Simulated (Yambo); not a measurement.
A G0W0@PBEsol run in Yambo for Al₂O₃ (corundum, space group R-3c, No. 167) (4×4×4 Γ-centred k mesh, 169 bands and a 8 Ry block in the screening, 169 bands in G with the Bruneval-Gonze terminator, plasmon pole fitted at 27.2 eV) gives these matrix elements, in eV, at the band edges (Γ → Γ):

```tsv
state	E0	<Vxc>	<Σx>	<Σc(E0)>	Z
valence edge	0.000	-20.066	-25.654	3.953	0.816
conduction edge	5.823	-13.820	-8.965	-3.659	0.852
```

Q: Solve the linearised quasiparticle equation for both states, give the gap, and say how exchange and correlation each act on it.

A: E = E0 + Z(Σx + Σc − Vxc). Valence: 0.000 + 0.816 × (-25.654 + (3.953) − (-20.066)) = -1.33 eV. Conduction: 5.823 + 0.852 × (-8.965 + (-3.659) − (-13.820)) = 6.84 eV. The gap is 8.18 eV, against 5.82 eV in PBEsol. Replacing Vxc by bare exchange alone would open it by 10.44 eV; correlation takes back 7.61 eV of that, and Z scales what is left. Nearest settings tried, and what they do to the gap: 3 Ry block (65 vectors against 223): -246 meV. Not varied: bands in G, bands in W, mesh. So the settings aren't converged at that level. 

Geometry of the Materials Project entry, not relaxed at this level; primitive cell a = b = c = 5.1780 Å, α = β = γ = 55.29°.
